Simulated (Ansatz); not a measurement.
NdSb (antiNiAs structure)

Level of theory: DFT, PBEsol, scalar-relativistic, collinear spin; plane waves to 420 eV with PAW datasets (Ansatz 0.2.0), Γ-centred 8×8×6 mesh, 0.05 eV Gaussian smearing; PAW files: Ansatz's generated set soft_2.

```xyz
4
Lattice="4.5978 0.0000 0.0000 -2.2989 3.9818 0.0000 0.0000 0.0000 6.9315" Properties=species:S:1:pos:R:3 pbc="T T T"
Nd    0.0000    2.6546    1.7329
Nd    2.2989    1.3273    5.1986
Sb    0.0000    0.0000    0.0000
Sb    0.0000    0.0000    3.4657
```

This is a trial structure; measured cells of the compound in the Crystallography Open Database are in space group Fm-3m (rock salt).

Magnetic state: ferromagnetic, site spin moments Nd 3.32 μB.

The cell is relaxed to zero pressure at this level.

Path: Γ–M–K–Γ–A–L–H–A | L–M | H–K, with Γ = (0.000, 0.000, 0.000), M = (0.500, 0.000, 0.000), K = (0.333, 0.333, 0.000), A = (0.000, 0.000, 0.500), L = (0.500, 0.000, 0.500), H = (0.333, 0.333, 0.500) in reciprocal vectors of the calculation's cell.

Task: Is it a metal or an insulator, and if it has a gap, where are the band edges on this path?

Result: A metal: bands cross the Fermi level.

Levels between -5 and 3 eV from the Fermi level at the path's named points:
```tsv
point	spin	below E_F (eV)	above E_F (eV)
Γ	up	-4.46 -1.93 -1.93 -1.08 -1.08 -0.67 -0.57 -0.34 -0.34 -0.21 -0.21	0.07 0.07 0.20 0.22 0.23 0.58 0.72 0.72 1.08 1.15 1.15 1.38 1.38 2.82 2.83 2.95
Γ	down	-4.28 -1.75 -1.75 -0.73 -0.73	1.00 1.30 1.48 1.48 1.61 1.61 1.77 1.79 1.92 1.99 1.99 2.03 2.24 2.24 2.44 2.58 2.58 2.65 2.65
M	up	-3.97 -3.05 -1.93 -1.90 -1.22 -0.50 -0.49 -0.45 -0.34 -0.28 -0.27 -0.21 -0.04	0.04 0.10 0.11 0.13 0.39 0.48 0.48 1.93 2.83
M	down	-3.79 -2.88 -1.77 -1.73 -0.96 0.00	1.21 1.61 1.61 1.79 1.83 1.87 1.92 1.95 2.28 2.33 2.38 2.49 2.54 2.59 2.60
K	up	-3.30 -2.76 -2.76 -2.00 -2.00 -0.48 -0.48 -0.38 -0.33 -0.33 -0.23 -0.06	0.06 0.06 0.08 0.08 0.11 0.51 0.51 1.14 1.14 1.30
K	down	-3.16 -2.55 -2.55 -1.84 -1.84	0.99 1.13 1.13 1.78 1.78 1.82 1.87 1.87 1.96 1.96 2.23 2.28 2.39 2.39 2.64 2.67 2.67
A	up	-2.01 -2.01 -1.63 -1.63 -1.63 -1.63 -0.57 -0.57 -0.30 -0.30 -0.30 -0.30	0.15 0.15 0.15 0.15 0.23 0.23 0.62 0.62 2.47 2.47 2.47 2.47 2.59 2.59
A	down	-1.79 -1.79 -1.43 -1.43 -1.43 -1.43	1.76 1.76 1.76 1.76 1.78 1.78 1.79 1.79 2.15 2.15 2.43 2.43 2.43 2.43
L	up	-2.83 -2.83 -1.78 -1.78 -1.56 -1.56 -0.48 -0.48 -0.29 -0.29 -0.25 -0.25 0.00 0.00	0.12 0.12 0.24 0.24 0.45 0.45 1.48 1.48 2.76 2.76
L	down	-2.63 -2.63 -1.58 -1.58 -1.37 -1.37	1.11 1.11 1.68 1.68 1.87 1.87 1.91 1.91 2.24 2.24 2.39 2.39 2.61 2.61 2.73 2.73
H	up	-3.04 -3.04 -1.66 -1.66 -1.62 -1.62 -0.48 -0.48 -0.32 -0.32 -0.23 -0.23	0.03 0.03 0.14 0.14 0.21 0.21 0.47 0.47 1.75 1.75 2.26 2.26
H	down	-2.88 -2.88 -1.46 -1.46 -1.39 -1.39	1.51 1.51 1.65 1.65 1.80 1.80 1.89 1.89 2.19 2.19 2.33 2.33 2.62 2.62 2.76 2.76 2.95 2.95
```

Without a U the open 4f shell is pinned at the Fermi level, an artefact: in the real crystal it splits into occupied and empty levels away from it, and its large orbital moment is missing here. For elements this heavy, spin–orbit coupling would shift levels and gaps; it isn't included here. The run wasn't fully tested for a lower electronic state. Site moments are of spin, integrated over atomic spheres. No antiparallel order was tried.

The state of the open shells isn't shown to be the lowest, and forces and pressures are less sure for it.
